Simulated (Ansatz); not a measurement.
Here is the system:

PtC:
```
PtC
1.0
    0.00000     2.34800     2.34800
    2.34800     0.00000     2.34800
    2.34800     2.34800     0.00000
Pt C
1 1
Cartesian
  0.00000   0.00000   0.00000
  1.17400   1.17400   1.17400
```

This is the r²SCAN-relaxed structure.

Question: All from DFT-r²SCAN in the program Ansatz with PAW potentials, unless another level is named. Give the electronic character.

Answer: metallic (no gap).

Question: Next, the density of states at the Fermi level?

Answer: 0.40 states/eV per atom (mean over ±0.08 eV).

Question: And the formation energy from the elements (no fitted shifts)?

Answer: 0.89 eV/atom.

Question: What about the gap with spin–orbit coupling?

Answer: none (metallic).

Space group F-43m (zinc blende). The start of the workflow was typed in or built on a structure type; neither database checked (COD, Materials Project) lists it. Its standing as an ambient phase is unchecked. The r²SCAN relaxation kept the symmetry of its start; its stability against distortions is not shown here. The run is not spin-polarised. Its formation energy is positive at this level, so the cell may be metastable or incomplete. The references are the lowest solids computed at this level, not always the standard phases. Spin–orbit coupling is left out wherever it is not named.

Potentials: the later of the program's two PAW sets.
